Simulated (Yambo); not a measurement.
A G0W0@PBEsol run in Yambo for Rb2KRhF6 (space group Fm-3m, No. 225) (2×2×2 Γ-centred k mesh, bands 5 to 278 and a 7 Ry block in the screening, 278 bands in G with the Bruneval-Gonze terminator, plasmon pole fitted at 27.2 eV) gives these matrix elements, in eV, at the band edges (X → X):

| state | E0 | <Vxc> | <Σx> | <Σc(E0)> | Z |
|---|---|---|---|---|---|
| valence edge | 0.000 | -23.081 | -29.506 | 4.513 | 0.805 |
| conduction edge | 1.892 | -22.685 | -16.747 | -3.198 | 0.817 |

Question: Solve the linearised quasiparticle equation for both states, give the gap, and say how exchange and correlation each act on it.

Answer: E = E0 + Z(Σx + Σc − Vxc). Valence: 0.000 + 0.805 × (-29.506 + (4.513) − (-23.081)) = -1.54 eV. Conduction: 1.892 + 0.817 × (-16.747 + (-3.198) − (-22.685)) = 4.13 eV. The gap is 5.67 eV, against 1.89 eV in PBEsol. Replacing Vxc by bare exchange alone would open it by 12.36 eV; correlation takes back 7.71 eV of that, and Z scales what is left. Nearest settings tried, and what they do to the gap: 184 bands in W, 184 bands in G: -7 meV; 1 Ry block (27 vectors against 459): +1459 meV. Not varied: mesh. So the settings aren't converged at that level. The k mesh is coarse. Spin-orbit splittings are left out.

Geometry of the Materials Project entry, not relaxed at this level; primitive cell a = b = c = 6.424 Å, α = β = γ = 60.00°.
